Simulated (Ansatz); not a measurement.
One crystal and one scan (energy against volume) at two levels, PBE-D3(BJ) (plane waves to 420 eV, PAW, scalar-relativistic; Ansatz, a first-principles code) and r2SCAN+rVV10 (plane waves to 500 eV, PAW, scalar-relativistic; Ansatz), each from its own relaxed cell and on its own mesh. The cell shown is that of PBE-D3(BJ).

As (A7 type, space group R-3m)

```xyz
2
Lattice="1.8920 1.0924 3.3688 -1.8920 1.0924 3.3688 0.0000 -2.1847 3.3688" Properties=species:S:1:pos:R:3 pbc="T T T"
As     0.0000     0.0000     2.3277
As     0.0000     0.0000     7.7788
```

This relaxed cell (volume V₀) is scaled evenly in all directions, its shape held. The atoms relax within the cell's symmetry.

E stands for the smeared free energy. As was relaxed with its symmetry unable to fall. The PAW data are Ansatz's earlier set. With the shape held, the modulus is that of even scaling; a crystal free to change shape is softer. Percentages come from the unrounded values. Both scans cover V/V₀ from 0.900 to 1.100.

```tsv
quantity	PBE-D3(BJ)	r2SCAN+rVV10	PBE-D3(BJ) − r2SCAN+rVV10
Lattice constant a (Å)	3.784	3.759	+0.025 (+0.7 %)
Lattice constant c (Å)	10.11	10.73	-0.62 (-5.9 %)
Relaxed volume (Å³/atom)	20.89	21.89	-1.00 (-4.6 %)
Pressure at the smallest volume (GPa)	7.9	7.0	+0.9 (+14 %)
Energy cost of the largest compression (meV/atom)	47	45	+2 (+6 %)
Energy cost of the largest expansion (meV/atom)	35	34	+1 (+3 %)
Bulk modulus at fixed cell shape B₀ (third-order Birch-Murnaghan fit) (GPa)	62.1	56.9	+5.2 (+9.3 %)
Pressure derivative B₀′ (fit)	3.5	2.9	+0.6 (+20 %)
Pressure for 5 % compression (fit) (GPa)	3.5	3.1	+0.4 (+11 %)
```

PBE-D3(BJ) gives the higher value for: lattice constant a; pressure at the smallest volume; bulk modulus at fixed cell shape B₀; pressure derivative B₀′; pressure for 5 % compression. PBE-D3(BJ) gives the lower value for: lattice constant c; relaxed volume. Neither level is exact: the differences show how much the result hangs on the functional.

ΔE (meV/atom), each from the relaxed starting cell of its own level:

```json
[
 {"V/V₀": "0.900", "PBE-D3(BJ)": "47", "r2SCAN+rVV10": "45"},
 {"V/V₀": "0.925", "PBE-D3(BJ)": "26", "r2SCAN+rVV10": "24"},
 {"V/V₀": "0.950", "PBE-D3(BJ)": "11", "r2SCAN+rVV10": "11"},
 {"V/V₀": "0.975", "PBE-D3(BJ)": "3", "r2SCAN+rVV10": "3"},
 {"V/V₀": "1.000", "PBE-D3(BJ)": "0", "r2SCAN+rVV10": "0"},
 {"V/V₀": "1.025", "PBE-D3(BJ)": "2", "r2SCAN+rVV10": "2"},
 {"V/V₀": "1.050", "PBE-D3(BJ)": "10", "r2SCAN+rVV10": "9"},
 {"V/V₀": "1.075", "PBE-D3(BJ)": "21", "r2SCAN+rVV10": "20"},
 {"V/V₀": "1.100", "PBE-D3(BJ)": "35", "r2SCAN+rVV10": "34"}
]
```

(A scan under strain: stresses follow from slopes of the energy per volume, elastic moduli from its curvatures.)
